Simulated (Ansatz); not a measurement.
PbF₂ (fluorite), relaxed with HSE06 (Ansatz, a quantum-chemistry and plane-wave program, plane waves, PAW): a = 5.9523 Å, b = 5.9523 Å, c = 5.9523 Å, α = 90.00°, β = 90.00°, γ = 90.00°.

```
Quantity              Result
--------------------  ------
gap (eV)                5.74
B₀ by P(V) fit (GPa)    71.4
```

The same phase is relaxed and computed with PBE in the same code. What are the cell and these values now?

a = 6.0007 Å, b = 6.0007 Å, c = 6.0007 Å, α = 90.00°, β = 90.00°, γ = 90.00°.

* **gap (eV)**: 4.42
* **B₀ by P(V) fit (GPa)**: 66.5

All cells were relaxed under the symmetry of their starts (and spin orders); stability against distortions was not tested throughout. Spin–orbit coupling is left out wherever it is not named.

Potentials: the later of the program's two PAW sets.

Ansatz is a plane-wave DFT program.
